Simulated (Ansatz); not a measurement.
# Phonons of ZrOs (CsCl-type structure)

Method: PBEsol, scalar-relativistic; no spin polarisation; PAW, 420 eV, Gaussian smearing of 0.15 eV; code Ansatz; PAW files: Ansatz's generated set soft_2.

```cif
data_structure
_symmetry_space_group_name_H-M 'P 1'
_symmetry_Int_Tables_number 1
_cell_length_a 3.2461
_cell_length_b 3.2461
_cell_length_c 3.2461
_cell_angle_alpha 90.000
_cell_angle_beta 90.000
_cell_angle_gamma 90.000
_cell_volume 34.21
loop_
_atom_site_label
_atom_site_type_symbol
_atom_site_fract_x
_atom_site_fract_y
_atom_site_fract_z
_atom_site_occupancy
Zr1 Zr 0.00000 0.00000 0.00000 1
Os1 Os 0.50000 0.50000 0.50000 1
```

The start was a prototype's sites filled with these elements; the Crystallography Open Database holds the compound in this structure.

Force constants come from finite displacements in a 3×3×3 supercell (the unit cell's 12×12×12 k-mesh, folded to it); the long-range dipole term is not included. Points in reciprocal vectors of this cell: Γ = (0.000, 0.000, 0.000), X = (0.000, 0.500, 0.000), M = (0.500, 0.500, 0.000), R = (0.500, 0.500, 0.500).

Frequencies at the named points (cm⁻¹, imaginary ones negative):
```
point                 ω (cm⁻¹)
    Γ        0 0 0 186 186 186
    X  130 130 142 142 154 297
    M  131 131 133 163 236 236
    R  157 157 157 233 233 233
```

(1) Is the structure dynamically stable along this path, and where does the spectrum end?

(2) What does the harmonic approximation give for the vibrational free energy, entropy and heat capacity?

Answers:

(1) Yes: no branch is imaginary beyond numerical noise. The highest frequency is 297 cm⁻¹, at X. Points that don't fit the supercell are interpolated.

(2) Zero-point energy 31.1 meV/atom.
```json
{"T (K)": "100", "F_vib (meV/atom)": "27.6", "S (J/K per mole of atoms)": "9.9", "C_V (J/K per mole of atoms)": "15.8"}
{"T (K)": "200", "F_vib (meV/atom)": "10.0", "S (J/K per mole of atoms)": "23.3", "C_V (J/K per mole of atoms)": "22.0"}
{"T (K)": "300", "F_vib (meV/atom)": "-19.3", "S (J/K per mole of atoms)": "32.6", "C_V (J/K per mole of atoms)": "23.5"}
{"T (K)": "400", "F_vib (meV/atom)": "-56.8", "S (J/K per mole of atoms)": "39.4", "C_V (J/K per mole of atoms)": "24.1"}
{"T (K)": "500", "F_vib (meV/atom)": "-100.5", "S (J/K per mole of atoms)": "44.9", "C_V (J/K per mole of atoms)": "24.4"}
{"T (K)": "600", "F_vib (meV/atom)": "-149.4", "S (J/K per mole of atoms)": "49.3", "C_V (J/K per mole of atoms)": "24.6"}
{"T (K)": "700", "F_vib (meV/atom)": "-202.6", "S (J/K per mole of atoms)": "53.1", "C_V (J/K per mole of atoms)": "24.7"}
{"T (K)": "800", "F_vib (meV/atom)": "-259.4", "S (J/K per mole of atoms)": "56.4", "C_V (J/K per mole of atoms)": "24.7"}
{"T (K)": "900", "F_vib (meV/atom)": "-319.4", "S (J/K per mole of atoms)": "59.3", "C_V (J/K per mole of atoms)": "24.8"}
{"T (K)": "1000", "F_vib (meV/atom)": "-382.3", "S (J/K per mole of atoms)": "62.0", "C_V (J/K per mole of atoms)": "24.8"}
```

The highest mode, 297 cm⁻¹, is worth 430 K. At 300 K the heat capacity has reached 94 % of the classical limit 3R = 24.9 J/K per mole of atoms: a mode at k_BT already holds 92 % of its classical share, and one at 1.5 k_BT 83 %.

The crystal is a metal or nearly so; low and unstable modes depend on mesh and smearing.

Run time: 3.3 min on 4 threads of AMD EPYC 9R45 96-Core Processor (Zen 5), with other jobs on the host, peak memory 5.9 GiB.

No spin–orbit coupling, a notable omission for heavy elements.
